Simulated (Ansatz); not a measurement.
CaO (rock salt), conventional cell a = b = c = 4.7948 Å, α = β = γ = 90.00°. The calculation uses the primitive cell of 2 atoms, to which meshes and values per cell refer.

The relaxed cell is deformed in two ways at once: its volume V is scaled, and at that volume it is stretched along z (the c axis of the conventional cell) so that c/a changes. Fractional atomic positions are held.

Computed with r2SCAN (plane waves to 500 eV, PAW, scalar-relativistic; Ansatz, a program for electronic structure). k mesh 12×12×12 (Γ-centred), Fermi-Dirac smearing 0.05 eV. E stands for the smeared free energy. CaO was relaxed with its symmetry unable to fall. ΔE is measured from the relaxed starting cell.

### Question
Estimate the ΔE (kJ/mol of atoms) for all points of the grid V/V₀ = 0.960, 0.973, 0.987, 1.000, 1.013, 1.027, 1.040 by (c/a)/(c/a)₀ = 0.960, 0.973, 0.987, 1.000, 1.013, 1.027, 1.040.

### Answer
ΔE (kJ/mol of atoms), with V/V₀ across and (c/a)/(c/a)₀ down:

```csv
(c/a)/(c/a)₀ \ V/V₀,0.960,0.973,0.987,1.000,1.013,1.027,1.040
0.960,1.83,1.30,0.97,0.83,0.87,1.07,1.42
0.973,1.26,0.77,0.47,0.36,0.42,0.65,1.02
0.987,0.94,0.46,0.18,0.09,0.17,0.41,0.80
1.000,0.83,0.36,0.09,0.00,0.08,0.33,0.72
1.013,0.93,0.46,0.18,0.08,0.16,0.40,0.79
1.027,1.22,0.72,0.43,0.32,0.39,0.61,0.99
1.040,1.68,1.16,0.84,0.70,0.74,0.95,1.30
```

(A scan under strain: stresses follow from slopes of the energy per volume, elastic moduli from its curvatures.)
